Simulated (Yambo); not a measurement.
Yambo run on NaF (rock salt, space group Fm-3m, No. 225) under isotropic strain of -3 % on all lattice vectors. The wavefunctions come from this Quantum ESPRESSO step (PBEsol, PseudoDojo standard norm-conserving files, scalar-relativistic):

```
&CONTROL
  calculation = 'nscf'
  pseudo_dir = './pseudo'
  outdir = './out'
/
&SYSTEM
  ibrav = 0
  nat = 2
  ntyp = 2
  ecutwfc = 88.0
  ecutrho = 352.0
  occupations = 'fixed'
  force_symmorphic = .true.
  nbnd = 94
/
&ELECTRONS
  conv_thr = 2e-09
  diago_full_acc = .true.
  diago_thr_init = 1e-08
/
ATOMIC_SPECIES
F 18.9984 F.upf
Na 22.9898 Na.upf
CELL_PARAMETERS angstrom
  0.000000000000   2.244255559643   2.244255559643
  2.244255559643   0.000000000000   2.244255559643
  2.244255559643   2.244255559643   0.000000000000
ATOMIC_POSITIONS crystal
F   0.499999858579   0.499999858579   0.499999858579
Na   0.999999858579   0.999999858579   0.999999858579
K_POINTS automatic
6 6 6 0 0 0
```

Yambo input:

```
rim_cut
gw0
dyson
el_el_corr
HF_and_locXC
ppa
em1d
RandQpts= 1000000
RandGvec= 1 Ry
EXXRLvcs= 88 Ry
VXCRLvcs= 352 Ry
Chimod= "HARTREE"
% BndsRnXp
 2 | 93 |
%
NGsBlkXp= 14 Ry
% LongDrXp
 1.0 | 1.0 | 1.0 |
%
PPAPntXp= 27.2114 eV
% GbndRnge
 1 | 93 |
%
GTermKind= "BG"
DysSolver= "n"
ExtendOut
% QPkrange
 1 | 1 | 8 | 9 |
 4 | 4 | 8 | 9 |
 13 | 13 | 8 | 9 |
%
```

k points by index: 1 = Γ, 4 = L, 13 = X.

The o-*.qp file then holds:

```
#    K-point    Band    Eo [eV]    E [eV]    E-Eo [eV]    Vxc [eV]    Vnlxc [eV]    Sc|Eo [eV]    Sc|E [eV]    dSc/dw|Eo [eV]    Re(Z)    Im(Z)
#
    1    8    0.000000    -3.068832    -3.068832    -22.40738    -30.32647    4.203029    4.850259    -5.738799    0.825833    -0.939180E-3
    1    9    6.733368    8.293033    1.559665    -10.27519    -5.820999    -2.724690    -2.894526    -2.963041    0.901803    -0.516764E-3
    4    8    -0.307696    -3.446806    -3.139110    -21.84814    -29.85422    4.204062    4.866965    -5.746161    0.825648    -0.964912E-3
    4    9    11.23382    13.07677    1.842945    -9.765148    -4.759299    -2.961188    -3.162904    -2.978278    0.901347    -0.530849E-3
    13    8    -0.456260    -3.627746    -3.171486    -21.73075    -29.75735    4.188672    4.855111    -5.717844    0.826358    -0.965164E-3
    13    9    13.47436    15.09041    1.616047    -7.015328    -2.200875    -3.034434    -3.198407    -2.760905    0.907884    -0.509957E-3
```
(The two width columns are left out.) Convergence of these settings isn't established.

Geometry strained from the cell relaxed with PBEsol, atoms relaxed again.
